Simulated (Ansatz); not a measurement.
Suppose B₄C₃ takes space group P6_3/m (No. 176), with B on 2c and 6h; C on 6h. The guess for B₄C₃ was made by a generator: 3-, 4-connected net, the two elements on its two kinds of vertex.

These are results of Ansatz 0.2.0, DFT PBE, scalar-relativistic, plane waves, PAW, not measurements. Cutoff 420 eV, Γ-centred mesh, Gaussian smearing, no spin polarisation.

Formation energies are uncorrected and refer to the elements' standard structures at the same level.

Q: Predict the relaxed structure.

A:

Space group P6_3/m (No. 176). a = 6.827 Å, b = 6.827 Å, c = 2.733 Å, α = 90.00°, β = 90.00°, γ = 120.00°
```csv
atom,site,symmetry,x,y,z
B,2c,-6..,0.6667,0.3333,0.7500
B,6h,m..,0.6751,0.9823,0.7500
C,6h,m..,0.8488,0.2496,0.7500
```

B on a site of symmetry -6 is surrounded by 3 C at 1.61 Å; B on a site of symmetry m is surrounded by 3 C at 1.58–1.60 Å; around C lie 4 B at 1.58–1.61 Å. Another local minimum with the same sites may exist.

Q: Where does its energy lie, and is it a metal?

A: The energy over the elements is +0.132 eV/atom. The gap on the 6×6×10 mesh of the 14-atom cell is 0.69 eV. It can't be a ground state, since the elements alone are lower.

The last run used Gaussian smearing of 0.02 eV. Kohn–Sham gaps at this level usually fall short of measured ones. The reference form of C is held partly by dispersion forces, which this level lacks. A structure relaxed within its symmetry needn't be a true minimum.
